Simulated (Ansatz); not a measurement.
**FeCo₅: rattling a relaxed structure**

The cell was found from a structure generator's guess, not taken from experiment.

The calculation used Ansatz 0.2.0, DFT PBE, scalar-relativistic, plane waves, PAW. Plane waves to 420 eV, a k mesh through Γ of 14×14×4 on the computed 6-atom cell and Gaussian smearing (0.10 eV); collinear spin from starting moments 2.9 1.9 1.9 2.0 1.9 1.9 μB.

The cell below (6 atoms, space group P4/mmm (No. 123)) is relaxed within its symmetry.

```xyz
6
Lattice="2.4941 0.0000 0.0000 0.0000 2.4941 0.0000 0.0000 0.0000 10.6763" Properties=species:S:1:pos:R:3 pbc="T T T"
Fe    1.2471    1.2471    0.0000
Co    0.0000    0.0000    8.8304
Co    1.2471    1.2471    7.1076
Co    0.0000    0.0000    5.3381
Co    1.2471    1.2471    3.5687
Co    0.0000    0.0000    1.8459
```

For the test a repeat of it with 12 atoms (edges 2.49, 2.49, 21.35 Å) was strained at random (σ = 1.5 % a component), the atoms were moved at random (σ = 0.05 Å), and all was relaxed again on a coarse 8×8×1 mesh (in the run’s order of axes) with 0.20 eV smearing, with no symmetry imposed.

The magnetic state reached may not be the lowest.

Question: Is the structure stable against such a distortion?

Answer: It returns, within 1 meV/atom of the unmoved cell on that mesh and with the same symmetry when read at 0.1 Å. So it is stable against the distortions that fit this cell and that this random move excites. Modes that don't fit the cell aren't tested.
